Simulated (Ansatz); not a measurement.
# Structure relaxation, BP

The start is a relaxed BP cell with every coordinate shifted by Gaussian noise of σ = 0.2 Å. The structure is fully relaxed (lattice and positions, P = 0) with PBEsol (plane waves to 420 eV, PAW, scalar-relativistic; Ansatz, a first-principles code). The first steps use a coarse 9×9×9 k-mesh.

The start:
```
BP
1.0
    0.00000     2.26010     2.26010
    2.26010     0.00000     2.26010
    2.26010     2.26010     0.00000
P B
1 1
Direct
  0.72604   0.82713   0.67707
  0.02459   0.01710   0.03373
```

Problem. How large is the pressure on the unrelaxed cell, and of which sign?

Solution. +12.4 GPa (positive: the cell is compressed).

Problem. Does it find its way back to the structure it was made from?

Solution. The parent structure is recovered, F-43m (No. 216).

Problem. How do the shortest distances between atoms change?

Solution. The closest pairs of elements (up to four, under 3.6 Å), start → end: B–P 1.70 → 1.96 Å; P–P 3.20 → 3.20 Å; B–B 3.20 → 3.20 Å.

Final structure:

```cif
data_B4P4
_chemical_formula_sum 'P4 B4'
_space_group_name_H-M_alt 'F-43m'
_space_group_IT_number 216
_space_group_name_Hall 'F -4 2 3'
_cell_length_a 4.52006
_cell_length_b 4.52006
_cell_length_c 4.52006
_cell_angle_alpha 90.000
_cell_angle_beta 90.000
_cell_angle_gamma 90.000
loop_
_atom_site_label
_atom_site_type_symbol
_atom_site_symmetry_multiplicity
_atom_site_Wyckoff_symbol
_atom_site_fract_x
_atom_site_fract_y
_atom_site_fract_z
_atom_site_occupancy
P1 P 4 c 0.25000 0.25000 0.25000 1
B1 B 4 a 0.00000 0.00000 0.00000 1
```
(The calculation used a cell of 2 atoms; values per cell refer to that cell.)

Final values are on a 13×13×13 k-mesh of the relaxed cell. No spin polarisation in the result.
